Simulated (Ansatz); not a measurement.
Single points with r2SCAN in Ansatz 0.2.0, PAW, spin-restricted, at the geometries given.

Question: Rank them by formation energy per atom at these unrelaxed geometries, against the elements' usual phases, most negative first.
A.
NbRu3 (500 eV, 7×7×7 mesh on the cell that ran, as a rule the primitive one, cold 0.0111 eV)
```cif
data_structure
_symmetry_space_group_name_H-M 'Pm-3m'
_symmetry_Int_Tables_number 221
_cell_length_a 3.9236
_cell_length_b 3.9236
_cell_length_c 3.9236
_cell_angle_alpha 90.000
_cell_angle_beta 90.000
_cell_angle_gamma 90.000
_cell_volume 60.40
loop_
_atom_site_label
_atom_site_type_symbol
_atom_site_symmetry_multiplicity
_atom_site_Wyckoff_symbol
_atom_site_fract_x
_atom_site_fract_y
_atom_site_fract_z
_atom_site_occupancy
Nb1 Nb 1 a 0.00000 0.00000 0.00000 1
Ru1 Ru 3 c 0.00000 0.50000 0.50000 1
```
B.
Lu2Bi2Te (500 eV, 9×9×9 mesh on the cell that ran, as a rule the primitive one, fermi-dirac 0.0223 eV)
Space group R-3m:H (No. 166). a = 4.225 Å, b = 4.225 Å, c = 29.427 Å, α = 90.00°, β = 90.00°, γ = 120.00°
```
atom  site  symmetry       x       y       z
  Bi    6c        3m  0.6667  0.3333  0.7314
  Lu    6c        3m  0.3333  0.6667  0.8783
  Te    3a       -3m  0.0000  0.0000  0.0000
```
C.
ZrSbS (500 eV, 9×9×4 mesh on the cell that ran, as a rule the primitive one, fermi-dirac 0.1 eV)
```
Zr S Sb
1.0
     3.84811    0.00000    0.00000
     0.00000    3.84811    0.00000
     0.00000    0.00000    8.51020
Zr S Sb
2 2 2
Direct
  0.00000 0.50000 0.27600
  0.50000 0.00000 0.72400
  0.00000 0.50000 0.62200
  0.50000 0.00000 0.37800
  0.00000 0.00000 0.00000
  0.50000 0.50000 0.00000
```

Answer: C (-0.78 eV), A (-0.13 eV), B (0.23 eV).

Origins: Lu2Bi2Te, a known structure type with other elements, at an estimated volume; NbRu3, a database entry at a rescaled volume; ZrSbS, a known structure type with other elements, at an estimated volume. Caveats for one or more cells: many states at the Fermi level without spin polarisation, so a magnetic state may lie lower; atoms or cell far from equilibrium.
